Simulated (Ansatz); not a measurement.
## 5 guesses for ScGaTeSe2 and where they end

Theory: DFT PBE, scalar-relativistic, plane waves, PAW in Ansatz. Settings: cutoff 420 eV, Γ-centred meshes spaced at most about 0.3 Å⁻¹, and about 0.25 Å⁻¹ or finer for metals (2π included), Gaussian smearing. Collinear spin in cells that started with moments and kept them past the coarse steps, no spin elsewhere.

Each guess was relaxed in cell and atoms at zero pressure, within the symmetry of its start. All energies are static (0 K, no zero-point motion). Coordination counts Se atoms around Ga, Sc and Te (those within 1.25 times the shortest such distance or 1.15 times the sum of covalent radii; the shortest distance is added where it is long for a bond).

```
guess      made from  start group  V start (Å³/atom)  end group  V end (Å³/atom)                 coordination at the end  gap on mesh (eV)  largest moment (μB)  E over the lowest end (meV/atom)
    1  NaLiZnS2 type         P3m1               25.6       P3m1             28.0             Sc 3, Ga 3, Te 6 from 3.9 Å                 0                    -                                 0
    2    random cell        P-6m2               26.5          ?                ?                                       ?                 ?                    ?                                 ?
    3    random cell        P-6m2               29.4      P-6m2             25.2  Sc 6, Ga 6 from 3.2 Å, Te 6 from 3.3 Å                 0                    -                               743
    4    random cell         Cmmm               29.4     P4/mmm             33.0             Sc 2, Ga 8 from 3.8 Å, Te 2                 0                    -                               837
    5  ErBPd2Rh type       P4/mmm               26.3     P4/mmm             30.8  Sc 8 from 3.8 Å, Ga 8 from 3.8 Å, Te 4                 0                  0.9                              1239
```

Guess 2 as it starts:

```cif
data_structure
_symmetry_space_group_name_H-M 'P 1'
_symmetry_Int_Tables_number 1
_cell_length_a 4.0490
_cell_length_b 4.0490
_cell_length_c 9.3216
_cell_angle_alpha 90.000
_cell_angle_beta 90.000
_cell_angle_gamma 120.000
_cell_volume 132.35
loop_
_atom_site_label
_atom_site_type_symbol
_atom_site_fract_x
_atom_site_fract_y
_atom_site_fract_z
_atom_site_occupancy
Sc1 Sc 0.33333 0.66667 0.00000 1
Ga1 Ga 0.33333 0.66667 0.50000 1
Te1 Te 0.66667 0.33333 0.50000 1
Se1 Se 0.66667 0.33333 0.22483 1
Se2 Se 0.66667 0.33333 0.77517 1
```

**Question.** Predict the end of this guess and its energy over the lowest end.

**Answer.** It ends in space group P-6m2 (No. 187), with a = 4.402 Å, c = 9.724 Å, 32.6 Å³/atom and no gap, without spin. It lies 0.47 eV/atom over the lowest end, above guess 1 and below guess 3. The shortest distance is 2.54 Å (Ga–Te) in this end and 2.55 Å (Ga–Se) in the lowest (guess 1).

```yaml
crystal:
  lattice:
    - [4.40163, 0.00000, 0.00000]
    - [-2.20082, 3.81193, 0.00000]
    - [0.00000, 0.00000, 9.72432]
  atoms:
    - { symbol: Sc, position: [0.33333, 0.66667, 0.00000] }
    - { symbol: Ga, position: [0.33333, 0.66667, 0.50000] }
    - { symbol: Te, position: [0.66667, 0.33333, 0.50000] }
    - { symbol: Se, position: [0.66667, 0.33333, 0.14717] }
    - { symbol: Se, position: [0.66667, 0.33333, 0.85283] }
```

The zero of energy is the elements' standard structures at the same level; no fitted shifts are applied.

**Question.** Is the lowest end bound against the elements?

**Answer.** Yes: its formation energy is −0.89 eV/atom. It lies below the elements, which doesn't yet make it stable against other compounds or structures.

No dispersion correction is applied, so the spacing and binding between layers, chains or molecules are poorly described (P3m1), and this can change margins and order among such cells. Spin–orbit coupling, which can matter for Te, is left out. The reference forms of Se and Te are held partly by dispersion forces, which this level lacks. The magnetic state reached may not be the lowest. Cells relaxed within their symmetry can be saddle points. A lower structure may well exist outside this small set. Some types were kept out of the candidates beforehand, so the set may lack a known form.
